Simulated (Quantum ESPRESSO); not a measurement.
## One change at a time to AlLiMg2Nb3W

All numbers below are calculated, not measured. They come from Quantum ESPRESSO 7.5, a public plane-wave density functional program. Each row is one single-point run on a made-up periodic cell of eight metal atoms, with elements, volume, strain and displacements drawn at random and not relaxed, so a cell may be unstable or far from any real phase. There is no spin polarisation or spin-orbit coupling.

Settings: PBE unless stated; PseudoDojo standard norm-conserving files; Fermi-Dirac width 0.25 eV, which means electrons at about 2900 K; cutoff 1143 eV; 8 x 4 x 3 k mesh shifted half a step off Gamma. E is the free energy of the whole cell (internal energy minus TS), so a -TS column is already part of it. Stress is positive in tension, and the pressure P is minus a third of its trace.

Checks: one run of this series was repeated at a higher cutoff and on a denser mesh, which moved values by no more than 0.002 eV, 0.04 GPa and 0.012 eV/Å, and a second program with other atomic files agreed on it to 2 % rms in force and 0.5 GPa in pressure. Known limits: heavy elements are run without spin-orbit coupling, which real alloys of them have; a spin test at this wide smearing found no moment, but such smearing suppresses magnetism that the real alloy may have.

The lattice is face-centred cubic, and the cell vectors in Å are (0.000, 2.072, 2.072); (0.000, 4.143, -4.143); (-8.287, -2.072, 2.072), a volume of 142.25 Å³ in run 1. The elements on sites 1 to 8 are Li Nb W Nb Nb Al Mg Mg. Each later run makes one change to run 1 and keeps the rest. E is counted from run 1, and is n/a where other atomic files have another zero of energy.

| run | change | V (Å³) | P (GPa) | -TS (eV) | rms force (eV/Å) | largest change of a force component (eV/Å) | E (eV) |
|---|---|---|---|---|---|---|---|
| 1 | none | 142.25 | 1.97 | -1.299 | 0.787 | 0.000 | 0.000 |
| 2 | sites 1 and 4 exchanged | 142.25 | 1.30 | -1.326 | 0.452 | 1.283 | -0.118 |
| 3 | all lengths scaled by +1.49 % | 148.71 | -2.72 | -1.355 | 0.674 | 0.283 | 0.018 |
| 4 | PBEsol in place of PBE | 142.25 | -1.37 | -1.304 | 0.743 | 0.139 | n/a |
| 5 | Sc on site 4 | 142.25 | 4.79 | -1.294 | 0.858 | 0.336 | n/a |
| 6 | site 7 moved by +0.09 Å along y | 142.25 | 1.81 | -1.300 | 0.784 | 0.449 | ? |

## Worked estimate

Along the move dE = -F dx. The force on site 7 along y is 0.307 eV/Å in run 1 and -0.142 eV/Å in run 6, and the move is +0.09 Å, so the mean force times the move gives an estimate.

## Withheld value

Question: what E should run 6 give?

The estimate is -0.007 eV. The calculation gave -0.007 eV.
